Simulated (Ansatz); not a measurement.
A trial structure of Si2Cl was built thus: close-packed anion layers stacked A, repeated with a shift to B, with sites between them filled layer by layer (R-3m, No. 166) (elements of the layers in order: Cl). Its size is a rough estimate.

```cif
data_structure
_symmetry_space_group_name_H-M 'P 1'
_symmetry_Int_Tables_number 1
_cell_length_a 4.1016
_cell_length_b 4.1016
_cell_length_c 4.1016
_cell_angle_alpha 59.669
_cell_angle_beta 59.669
_cell_angle_gamma 59.669
_cell_volume 48.42
loop_
_atom_site_label
_atom_site_type_symbol
_atom_site_fract_x
_atom_site_fract_y
_atom_site_fract_z
_atom_site_occupancy
Si1 Si 0.24876 0.24876 0.24876 1
Si2 Si 0.75124 0.75124 0.75124 1
Cl1 Cl 0.00000 0.00000 0.00000 1
```

All numbers below come from Ansatz 0.2.0, DFT PBE, scalar-relativistic, plane waves, PAW. Cutoff 420 eV, Gaussian smearing, Γ-centred meshes. Cell and atoms relax first on a coarse mesh and then on a finer one. In between, the cell is made exact in the group found at 0.06 Å. In metals the finer mesh still leaves noise of several meV/atom or more. The steps can't lower the symmetry of their start. No spin polarisation.

A guess keeps its type if space group and coordination stay and the shape of the cell changes little (axis ratios within about 15 %, angles within 6°); the volume may change.

Question: Will the relaxed cell still be of the starting type?

Answer: It doesn't keep its type. The symmetry stays R-3m (No. 166). The volume per atom grows by 48.2 %, from 16.1 to 23.9 Å³. The shortest distance goes from 2.51 Å (Si–Cl) to 2.34 Å (Si–Si). The ratio c/a of the conventional cell changes by a factor of 1.72. Counting neighbours within 15 % of an atom's shortest distance, the start has Cl 8, Si 7 and the end Cl 2, Si 4. In detail, at the end Si has 3 Si at 2.34 Å and 1 Cl at 2.41 Å; Cl has 2 Si at 2.41 Å.

```
Si Cl
1.0
     1.94039    1.12029    5.50037
    -1.94039    1.12029    5.50037
     0.00000   -2.24057    5.50037
Si Cl
2 1
Direct
  0.14578 0.14578 0.14578
  0.85422 0.85422 0.85422
  0.00000 0.00000 0.00000
```

The zero of energy is the elements' standard structures at the same level (Cl₂ as a molecule); no fitted shifts are applied.

Question: At what energy does it end?

Answer: −0.10 eV/atom. A negative formation energy is needed for stability but isn't enough: competing phases decide.

The last run used a 15×15×15 mesh for its 3-atom cell and Gaussian smearing of 0.10 eV. An odd number of electrons in the primitive cell allows no gap without spin; a larger cell or a magnetic state could open one. The cell is a metal run without spin; a magnetic state may lie lower. Symmetry constrained the relaxation, so the result can be a saddle point.
